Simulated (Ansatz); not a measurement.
This run works on a generated trial structure, not on a known crystal.

Input and command of a plane-wave DFT calculation in Ansatz:

```yaml
crystal:
  lattice:
    - [6.50491257, 0.0, 0.0]
    - [-3.25245628, 5.63341953, 0.0]
    - [0.0, 0.0, 5.69454343]
  atoms:
    - { symbol: Si, position: [0.0, 0.0, 0.5] }
    - { symbol: Si, position: [0.0, 0.0, 0.0] }
    - { symbol: Sn, position: [0.70120806, 0.0, 0.0] }
    - { symbol: Sn, position: [0.0, 0.70120806, 0.0] }
    - { symbol: Sn, position: [0.29879194, 0.29879194, 0.0] }
    - { symbol: Sn, position: [0.33333333, 0.66666667, 0.0] }
    - { symbol: Sn, position: [0.66666667, 0.33333333, 0.0] }
basis:
  ecutwfc: 420
kpoints:
  mp_grid: { grid: [3, 3, 3] }
hamiltonian:
  xc: pbe
scf:
  occupations: { method: gaussian, width: 0.2 }
  lower_state_search: "off"
output:
  forces: true
  stress: true
  eigenvalues: true
relax:
  adjacent_minimum: "off"
  f_tol: 0.08
  max_steps: 16
  cell: { stress_tol: 0.8 }
```

```bash
ansatz run input.yaml --threads 1 --pin off --max-ram 2560MiB --backend cpu --events-out ev --progress --plain --runs-dir out
```

Processor: Intel(R) Xeon(R) Platinum 8259CL CPU @ 2.50GHz (Skylake/Cascade Lake), 1 thread, on a host shared with other jobs.

Q: Estimate time, memory and problem size.

A: About 100 s, peak memory 0.51 GiB. It solves 47 bands at 6 k points (after reduction by symmetry) with about 5337 plane waves (on the last cell), in 110 SCF iterations over 16 ionic steps.
